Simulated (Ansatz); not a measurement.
The start is a relaxed HfN cell displaced along its unstable phonon at q = (½, 0, 0) of its primitive reciprocal cell (24i cm⁻¹), largest move 0.15 Å. The cell and all atomic positions are relaxed at zero pressure with PBEsol (plane waves to 420 eV, PAW, scalar-relativistic; Ansatz, a first-principles code). The first steps use a coarse 4×8×12 k-mesh.

The start:
```
CELL_PARAMETERS angstrom
      7.89504     0.00000     0.00000
      0.00000     3.94752     0.00000
      0.00000     0.00000     2.79748
ATOMIC_POSITIONS crystal
  N  0.24967 0.50000 0.50066
  N  0.75033 0.50000 0.49934
  N  0.99999 0.00000 0.52606
  N  0.50001 0.00000 0.47394
  Hf 0.24747 0.00000 0.04295
  Hf 0.75253 0.00000 0.04025
  Hf 0.99994 0.50000 0.01202
  Hf 0.50006 0.50000 0.90478
```

Problem. Which atoms feel the largest initial force, and how large is it?

Solution. 0.07 eV/Å, on Hf8 (atoms numbered as listed).

Problem. How does the volume per atom move from start to end?

Solution. +4.6 %, from 10.90 to 11.40 Å³/atom.

Problem. Is the parent structure recovered?

Solution. It does not go back: it reaches Fm-3m (No. 225), rock salt type, 0.98 eV/atom below the parent.

Problem. How do the shortest distances between atoms change?

Solution. The closest pairs of elements (up to four, under 3.6 Å), start → end: Hf–N 2.28 → 2.25 Å; Hf–Hf 2.78 → 3.18 Å; N–N 2.79 → 3.18 Å.

Problem. Is the relaxed structure metallic? Give its gap.

Solution. No gap (metallic).

Problem. Give the final cell and atomic positions.

Solution. 
```cif
data_Hf4N4
_chemical_formula_sum 'N4 Hf4'
_space_group_name_H-M_alt 'Fm-3m'
_space_group_IT_number 225
_space_group_name_Hall '-F 4 2 3'
_cell_length_a 4.50161
_cell_length_b 4.50161
_cell_length_c 4.50161
_cell_angle_alpha 90.000
_cell_angle_beta 90.000
_cell_angle_gamma 90.000
loop_
_atom_site_label
_atom_site_type_symbol
_atom_site_symmetry_multiplicity
_atom_site_Wyckoff_symbol
_atom_site_fract_x
_atom_site_fract_y
_atom_site_fract_z
_atom_site_occupancy
N1 N 4 a 0.00000 0.00000 0.00000 1
Hf1 Hf 4 b 0.50000 0.50000 0.50000 1
```
(The calculation used a cell of 2 atoms; values per cell refer to that cell.)

Final values are on a 18×18×18 k-mesh of the relaxed cell. No spin polarisation in the result. The relaxed primitive cell holds an odd number of electrons. A magnetic state may lie lower.

The run could not lose the symmetry of its start.

Of the parent cell (P4/nmm (No. 129)): it is a generated cell of HfN: the first start was made by placing the elements on the sites of a structure type, and the end was not matched to a known phase here, so it may be hypothetical. Known forms of HfN include space group No. 225.
